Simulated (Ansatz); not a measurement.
# Ansatz 0.2.0, settings compared: ReAu2

The command:

```bash
ansatz run input.yaml --threads 1 --pin off --max-ram 2560MiB --backend cpu --events-out ev --progress --plain --runs-dir out
```

The input file (Ansatz 0.2.0, plane waves):

```yaml
crystal:
  lattice:
    - [3.21705, 0.0, 0.0]
    - [-1.608525, 2.786053, 0.0]
    - [0.0, 0.0, 5.243681]
  atoms:
    - { symbol: Au, position: [0.33333, 0.66667, 0.261] }
    - { symbol: Au, position: [0.66667, 0.33333, 0.796] }
    - { symbol: Re, position: [0.0, 0.0, 0.028] }
  symmetry: { tolerance: 0.0003 }
kpoints:
  mp_grid: { grid: [6, 6, 4], shift: [0, 0, 0] }
magnetization:
  spin_polarized: false
scf:
  occupations: { method: fermi_dirac }
hamiltonian:
  pseudopotentials: { kind: paw }
  xc: r2scan
basis:
  ecutwfc: 500
output:
  forces: true
  stress: true
  eigenvalues: true
```

Origin of the cell: a known structure type with other elements, at an estimated volume, so it need not be a known compound.

The smearing width isn't typed, so it takes its default of 0.1 eV.

Output of this run (shortened):

```
Warning: the atoms were moved onto the symmetric positions of the space group found under crystal.symmetry.tolerance 3.0e-4 (fractional; no operation is sought that the atoms, as they stand i […]
Warning: at least one further symmetry operation maps every atom of the structure, as the run holds it, onto an atom to within 6.67e-4 (fractional), and is not used: no operation is sought th […]
Pseudopotentials: kind: paw
Pseudopotential: Au, paw, valence charge 19, recommended cutoff 500 eV (meta_gga), Au.paw.azcp
Pseudopotential: Re, paw, valence charge 15, recommended cutoff 500 eV (meta_gga), Re.paw.azcp
Functional definition: r2SCAN
  exchange = r2scan_x(k0 = k0, k1 = k1, a1 = a1)
  correlation = r2scan_c
Crystal: 3 atoms, lattice volume = 46.998 Å³
Basis set: ecut = 500 eV, 1165 PW (Γ), exchange–correlation on 96×96×160 points (64 copies of the dense FFT grid, shifted against one another)
Bands: 32, of which v1, the nominal top of the filled ones, is band 27 counted from 1 (26 counted from 0)
[… 9 lines left out …]
Initial density: superposition of atomic densities (neutral atoms: chi_scale 0, normalization atom), corrected by the library's trained network
Functional: x = r2scan, c = r2scan; τ floored in thin density (d = 2e-4 eV/Å³)
SCF iter   1: F=—  HF=-37195.992693 eV  Δρ=2.02e-2  dr2=1.95e-1  dr2_τ=4.88e-1
SCF iter   2: F=—  HF=-37196.101244 eV  Δρ=9.17e-3  dr2=3.65e-2  dr2_τ=3.33e-3  defer=1
SCF iter   3: F=—  HF=-37196.099019 eV  Δρ=2.00e-3  dr2=2.18e-3  dr2_τ=2.29e-4  defer=1
SCF iter   4: F=—  HF=-37196.099404 eV  Δρ=6.23e-4  dr2=1.40e-4  dr2_τ=4.26e-5  defer=1
SCF iter   5: F=—  HF=-37196.099491 eV  Δρ=2.22e-4  dr2=2.95e-5  dr2_τ=6.58e-6  defer=1
SCF iter   6: F=—  HF=-37196.099491 eV  Δρ=7.82e-5  dr2=2.85e-6  dr2_τ=3.30e-7  defer=1
SCF iter   7: F=-37196.099493 eV  HF=-37196.099493 eV  Δρ=1.67e-5  dr2=9.99e-8  dr2_τ=2.36e-8
SCF 1 converged in 7 iterations: F = -37196.099493 eV  dr2 = 9.99e-8
SCF converged after 7 iterations
Free energy (F): -37196.099493 eV
Harris-Foulkes:  -37196.099493 eV  (|F-HF|=1.01e-7)
Internal energy: -37196.017911 eV  (E = F + TS)
E sigma→0 (E₀):  -37196.058702 eV
Entropy (-TS):   -0.081582 eV (-27.194 meV/atom)
Fermi energy:    23.876856 eV
--- Per-component energies (eV) ---
  E_band       = -535.227966
  E_kinetic    = 1803.517816
  E_local      = -5408.872441  (includes V_loc(G=0)·N_el)
  E_nonlocal   = 199.574007
  E_hartree    = 2342.047116
  E_xc         = -838.198356
  E_vxc        = -976.365634  (∫ρ·V_xc dr)
  E_paw        = -28155.251956  (= ΣΔE_a)
  E_vpaw       = -898.461580  (= ΣTr[D̂ρ^β])
  E_aug_tail   = 0.001524  (compensation charges beyond the density's cutoff)
  E_vtau       = 61.279151  (kinetic-family band-sum trace: ∫τ·v_τ [+ j·A + Jᵃ·Aᵃ] dr)
  E_ewald      = -7138.012102
  E_core_change = -0.823518  (= ΣΔE_core)
  E_smearing   = -0.081582  (= −TS)
  Σ components = -37196.099493   (vs F -37196.099493, Δ=0.00e0)
--- Forces (eV/Å), atoms counted from 1 ---
  atom   1  Au    -0.000000     0.000000    14.793621
  atom   2  Au     0.000000    -0.000000   -14.918557
  atom   3  Re     0.000000     0.000000     0.124964
  max |Σ_I F_I| component: 2.81e-5 eV/Å
--- Stress (GPa, compression-positive) ---
      148.845949       0.000000       0.000000
        0.000000     148.845949       0.000000
        0.000000       0.000000     122.680818
  P = ⅓ Tr σ = 140.1242 GPa (1401.242 kbar)
```

The same input was run again with these changes:

1. `scf.occupations.method` fermi_dirac → methfessel_paxton; `scf.occupations.width` default → 0.001
2. `basis.ecutrho_ratio` default → 12; `hamiltonian.xc` r2scan → revpbe
3. `hamiltonian.hubbard` default → { sites: [{ species: Au, l: d, u_eff: 8.0 }], double_counting: amf }
4. `kpoints.mp_grid.grid` [6, 6, 4] → [8, 8, 5]

```csv
run,end,SCF iterations,P (GPa),max force component (eV/Å),moment (μB),ΔE(σ→0) (meV/atom)
base,converged,7,140.12,14.919,–,0
1,converged,8,139.85,14.897,–,-2.13
2,converged,7,146.71,15.392,–,–
3,converged,10,140.46,14.897,–,–
4,converged,8,140.33,14.962,–,2.98
```

Energies are compared only where functional, datasets, charge and starting cell are the same.

Caveats of the base run: no moments, though an odd count or open d shells may carry them; no spin-orbit coupling, though heavy elements are present; the given cell is far from equilibrium, with atoms too close or a volume far off; the k mesh is coarse if the cell is a metal.

Run 2: forces of this functional can be a tenth off on datasets made under PBE.

The base run took 5.1 s on 1 thread of Intel(R) Xeon(R) Platinum 8488C (Sapphire Rapids), on a shared host, peak memory 0.54 GiB, from the program's own first density.
